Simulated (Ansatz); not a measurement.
Geometry optimisation in Ansatz: input, command and trajectory.

```yaml
crystal:
  lattice:
    - [4.8314266943, 0.0, 0.0]
    - [0.0, 11.7083362235, 0.0]
    - [0.0, 0.0, 4.7207936569]
  atoms:
    - { symbol: Sr, position: [0.0, 0.13339207, 0.25] }
    - { symbol: Sr, position: [0.5, 0.36660793, 0.75] }
    - { symbol: Sr, position: [0.5, 0.63339207, 0.25] }
    - { symbol: Sr, position: [0.0, 0.86660793, 0.75] }
    - { symbol: Pb, position: [0.0, 0.4154842531, 0.25] }
    - { symbol: Pb, position: [0.5, 0.0845157469, 0.75] }
    - { symbol: Pb, position: [0.5, 0.9154842531, 0.25] }
    - { symbol: Pb, position: [0.0, 0.5845157469, 0.75] }
basis:
  ecutwfc: 420
kpoints:
  mp_grid: { grid: [8, 4, 8] }
hamiltonian:
  xc: pbesol
scf:
  occupations: { method: gaussian, width: 0.1 }
output:
  forces: true
  stress: true
  eigenvalues: true
relax:
  adjacent_minimum: "off"
  f_tol: 0.008
  max_steps: 40
  cell: { stress_tol: 0.015, fix: [a, b, gamma] }
```

```bash
ansatz run input.yaml --threads 1 --pin off --max-ram 2560MiB --backend cpu --events-out ev --progress --plain --runs-dir out
```

Theory: DFT PBEsol, scalar-relativistic, plane waves, PAW in Ansatz.

Of 4 frames 3 are shown, positions in Å and forces in eV/Å; the SCF threshold varies from step to step. Steps run on the plane waves of an earlier cell, with a Pulay correction in the pressure. The basis is chosen afresh for the last frame, the zero of the energies, and at times for earlier ones too; energy and pressure can step there, also at an unchanged geometry. Where two frames share a geometry here, they differ by under 2 meV/atom and 0.3 GPa.

```xyz
8
Lattice="4.8314 0.0000 0.0000 0.0000 11.7083 0.0000 0.0000 0.0000 4.7208" Properties=species:S:1:pos:R:3:forces:R:3 pbc="T T T" step=1 free_energy_over_end_meV_per_atom=0.32 pressure_GPa=2.14
Sr    0.0000    1.5618    1.1802    0.0000   -0.0038    0.0000
Sr    2.4157    4.2924    3.5406    0.0000    0.0038    0.0000
Sr    2.4157    7.4160    1.1802    0.0000   -0.0038    0.0000
Sr    0.0000   10.1465    3.5406    0.0000    0.0038    0.0000
Pb    0.0000    4.8646    1.1802    0.0000   -0.0338    0.0000
Pb    2.4157    0.9895    3.5406    0.0000    0.0338    0.0000
Pb    2.4157   10.7188    1.1802    0.0000   -0.0338    0.0000
Pb    0.0000    6.8437    3.5406    0.0000    0.0338    0.0000
8
Lattice="4.8314 0.0000 0.0000 0.0000 11.7083 0.0000 0.0000 0.0000 4.7529" Properties=species:S:1:pos:R:3:forces:R:3 pbc="T T T" step=2 free_energy_over_end_meV_per_atom=0.04 pressure_GPa=1.84
Sr    0.0000    1.5549    1.1882    0.0000    0.0003    0.0000
Sr    2.4157    4.2993    3.5647    0.0000   -0.0003    0.0000
Sr    2.4157    7.4090    1.1882    0.0000    0.0003    0.0000
Sr    0.0000   10.1535    3.5647    0.0000   -0.0003    0.0000
Pb    0.0000    4.8583    1.1882    0.0000    0.0265    0.0000
Pb    2.4157    0.9959    3.5647    0.0000   -0.0265    0.0000
Pb    2.4157   10.7124    1.1882    0.0000    0.0265    0.0000
Pb    0.0000    6.8501    3.5647    0.0000   -0.0265    0.0000
8
Lattice="4.8314 0.0000 0.0000 0.0000 11.7083 0.0000 0.0000 0.0000 4.7522" Properties=species:S:1:pos:R:3:forces:R:3 pbc="T T T" step=4 free_energy_over_end_meV_per_atom=0.00 pressure_GPa=1.86
Sr    0.0000    1.5567    1.1881    0.0000    0.0026    0.0000
Sr    2.4157    4.2975    3.5642    0.0000   -0.0026    0.0000
Sr    2.4157    7.4108    1.1881    0.0000    0.0026    0.0000
Sr    0.0000   10.1517    3.5642    0.0000   -0.0026    0.0000
Pb    0.0000    4.8627    1.1881    0.0000   -0.0075    0.0000
Pb    2.4157    0.9915    3.5642    0.0000    0.0075    0.0000
Pb    2.4157   10.7168    1.1881    0.0000   -0.0075    0.0000
Pb    0.0000    6.8457    3.5642    0.0000    0.0075    0.0000
```

Time: 2.1 min on 1 thread of Intel(R) Xeon(R) 6975P-C (Granite Rapids), with other jobs on the host, peak memory 1.1 GiB.

Spin–orbit coupling is left out, which can shift energies with elements as heavy as these.